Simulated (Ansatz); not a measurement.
## Li started on a Ba site next to Li started on a Ba site in cubic perovskite BaTiO3, 40 atoms, charge 0

The calculation used DFT, PBEsol, PAW, plane waves (Ansatz 0.2.0).

Command:

```sh
ansatz run in.yaml --threads 7 --pin off --max-ram 13300MiB --runs-dir r --events-out ev --progress --plain
```

The input less its lattice and atoms (starting moments on atoms near the defect: 2 μB in all):

```yaml
crystal:
  symmetry: { detect: false }
kpoints:
  mp_grid: { grid: [1, 1, 1], shift: [0.25, 0.25, 0.25] }
hamiltonian:
  xc: pbesol
magnetization:
  spin_polarized: true
scf:
  occupations: { method: fermi_dirac, width: 0.01 }
relax:
  f_tol: 0.03
  max_steps: 80
  escape_saddle: false
  adjacent_minimum: "off"
output:
  forces: true
  eigenvalues: true
  populations: true
```

Start:

```
Ba Li Ti O
1.0
     7.94042    0.00000    0.00000
     0.00000    7.94042    0.00000
     0.00000    0.00000    7.94042
Ba Li Ti O
6 2 8 24
Direct
  0.00238 0.99835 0.00159
  0.99990 0.99956 0.50190
  0.00258 0.50650 0.99925
  0.50046 0.99807 0.99779
  0.50236 0.99423 0.49902
  0.50360 0.50151 0.00458
  0.99964 0.50376 0.49893
  0.49996 0.49619 0.50272
  0.25242 0.25003 0.24992
  0.25208 0.25406 0.74840
  0.25118 0.74715 0.24844
  0.25084 0.75201 0.74982
  0.75023 0.25301 0.24975
  0.74855 0.24798 0.74876
  0.75620 0.74855 0.25173
  0.74393 0.74981 0.75047
  0.24866 0.25456 0.00060
  0.24482 0.24624 0.49938
  0.25030 0.75061 0.99936
  0.25060 0.74786 0.50068
  0.75276 0.25189 0.00014
  0.74626 0.24937 0.50002
  0.75141 0.75023 0.99992
  0.75014 0.75174 0.50200
  0.99831 0.24743 0.24796
  0.00153 0.25365 0.75321
  0.00066 0.75259 0.25086
  0.00254 0.75094 0.75283
  0.49812 0.25164 0.25037
  0.50307 0.24584 0.74781
  0.50000 0.75027 0.25127
  0.50205 0.74936 0.74826
  0.25160 0.99844 0.24732
  0.24612 0.00304 0.74737
  0.25008 0.49890 0.24748
  0.24394 0.49767 0.75160
  0.74789 0.00122 0.24969
  0.75000 0.99813 0.75028
  0.75421 0.50060 0.24448
  0.75203 0.50243 0.75264
```

Steps:

```tsv
step	energy less the first (eV)	largest force component (eV/Å)
start	0.000	1.084
1	-0.094	0.997
2	-0.365	0.359
3	-0.421	0.182
4	-0.438	0.094
5	-0.481	0.228
6	-0.559	0.348
7	-0.668	0.357
8	-0.788	0.382
9	-0.918	0.372
10	-1.056	0.321
11	-1.181	0.295
12	-1.328	0.304
13	-1.469	0.197
14	-1.569	0.196
15	-1.603	0.060
16	-1.609	0.022
```

A structure on the way, about -0.37 eV from the start:

```xyz
40
Lattice="7.9404 0.0000 0.0000 0.0000 7.9404 0.0000 0.0000 0.0000 7.9404" Properties=species:S:1:pos:R:3 pbc="T T T"
Ba    0.0008    0.0102    7.9344
Ba    0.0079    0.0188    3.9675
Ba    7.9303    3.9466    7.9087
Ba    3.9770    0.0185    0.0294
Ba    3.9698    0.0087    3.9559
Ba    3.9680    3.9655    0.0042
Li    0.0344    4.0036    4.0062
Li    3.9879    3.9454    3.9709
Ti    2.0050    2.0217    2.0123
Ti    1.9886    2.0343    5.9131
Ti    1.9950    5.9135    2.0109
Ti    1.9757    5.9374    5.9257
Ti    5.9721    2.0232    2.0184
Ti    5.9374    2.0082    5.9131
Ti    5.9890    5.9104    2.0209
Ti    5.9191    5.9263    5.9246
O     1.9913    1.9976    0.0001
O     1.9790    1.9840    3.9643
O     1.9934    5.9377    0.0008
O     1.9861    5.9458    3.9777
O     5.9578    1.9931    7.9388
O     5.9497    1.9990    3.9720
O     5.9489    5.9513    0.0005
O     5.9665    5.9507    3.9695
O     7.9318    1.9839    1.9848
O     7.9367    1.9971    5.9579
O     7.9346    5.9453    2.0017
O     0.0213    5.9538    5.9469
O     3.9628    1.9935    1.9953
O     3.9778    2.0039    5.9394
O     3.9633    5.9371    1.9989
O     3.9779    5.9463    5.9493
O     2.0015    7.9374    1.9939
O     1.9833    7.9395    5.9426
O     1.9769    3.9724    1.9840
O     1.9914    3.9572    5.9463
O     5.9463    7.9368    1.9907
O     5.9579    0.0067    5.9467
O     5.9650    3.9676    1.9838
O     5.9563    3.9812    5.9548
```

End:

```xyz
40
Lattice="7.9404 0.0000 0.0000 0.0000 7.9404 0.0000 0.0000 0.0000 7.9404" Properties=species:S:1:pos:R:3 pbc="T T T"
Ba    7.8883    0.0232    0.0231
Ba    7.8841    0.0275    3.9829
Ba    7.8834    3.9863    0.0273
Ba    3.9185    0.0236    0.0239
Ba    3.9135    0.0278    3.9836
Ba    3.9135    3.9863    0.0274
Li    1.5938    3.9790    3.9767
Li    5.5645    3.9783    3.9766
Ti    1.9773    2.0727    2.0721
Ti    1.9745    2.0715    5.9825
Ti    1.9749    5.9825    2.0716
Ti    1.9832    5.9835    5.9832
Ti    5.9471    2.0727    2.0728
Ti    5.9452    2.0701    5.9829
Ti    5.9449    5.9821    2.0715
Ti    5.9524    5.9821    5.9828
O     1.8855    1.9875    7.8891
O     1.8687    1.9915    3.9399
O     1.8886    5.9215    7.8991
O     1.8739    5.9179    3.9442
O     5.8561    1.9869    7.8885
O     5.8382    1.9918    3.9401
O     5.8591    5.9231    7.8991
O     5.8436    5.9173    3.9440
O     7.8116    1.9350    1.9335
O     7.8201    1.9487    5.9544
O     7.8195    5.9548    1.9473
O     7.8189    5.9652    5.9625
O     3.8414    1.9343    1.9329
O     3.8496    1.9483    5.9550
O     3.8494    5.9546    1.9471
O     3.8492    5.9653    5.9633
O     1.8840    7.8902    1.9851
O     1.8875    7.9020    5.9186
O     1.8672    3.9409    1.9894
O     1.8729    3.9457    5.9155
O     5.8541    7.8903    1.9854
O     5.8577    7.9027    5.9176
O     5.8371    3.9409    1.9888
O     5.8432    3.9461    5.9163
```

The run converged.

Time: 2.3 min of wall time on 7 threads of a Neoverse-V2 processor, on a host shared with other runs; peak host memory 1.5 GiB.

How much energy did the relaxation gain, and which atom moved most?

1.61 eV in 16 steps, from a start with small random displacements (the gain also holds any tilting of the ideal host); atom 7 (Li) moved 1.60 Å, the median atom 0.11 Å (drift of the whole cell removed).

The moment started at 2 μB and ended at 2.0 μB; no other spin state is shown. The one k point has no symmetry partners, which can distort the end along one axis.
